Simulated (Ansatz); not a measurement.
ZnO:
```
ZnO
1.0
    3.23698     0.00000     0.00000
   -1.61849     2.80330     0.00000
    0.00000     0.00000     6.04924
Zn O
2 2
Direct
  0.00000   0.00000   0.75000
  0.00000   0.00000   0.25000
  0.33333   0.66667   0.25000
  0.66667   0.33333   0.75000
```

Relaxed with r²SCAN+D4. Special points in fractions of this cell's reciprocal vectors: Γ (0.000, 0.000, 0.000); M (0.500, 0.000, 0.000); K (0.333, 0.333, 0.000); A (0.000, 0.000, 0.500); L (0.500, 0.000, 0.500); H (0.333, 0.333, 0.500).

Q: List the band energies nearest the valence-band maximum at these points for DFT-r²SCAN+D4 in the program Ansatz with PAW potentials.

A: In eV from the valence-band maximum; about four levels below and three above (degenerate sets whole), none deeper than 8.9 eV; … stands for higher levels left out; points with the same levels are listed once.

| k | below | above |
|---|---|---|
| Γ | -0.02 -0.02 0.00 0.00 | 1.07 4.96 … |
| M | -2.16 -1.90 -1.24 -1.21 | 4.89 6.01 … |
| K | -4.04 -4.04 -3.17 -0.99 -0.99 | 4.76 6.87 … |
| A | -0.01 -0.01 -0.01 -0.01 | 2.73 2.73 … |
| L | -2.03 -2.03 -1.11 -1.11 | 5.20 5.20 … |
| H | -4.01 -4.01 -0.93 -0.93 | 6.04 6.04 … |

Space group P6_3/mmc. The workflow started from a Materials Project entry (that database holds measured and hypothetical structures alike); the Crystallography Open Database copy checked does not list it. It is not the phase usual at ambient conditions (space group No. 186). The cell was relaxed with r²SCAN+D4 under the symmetry of its start; phonons show weakly imaginary modes.

Potentials: the later of the program's two PAW sets.
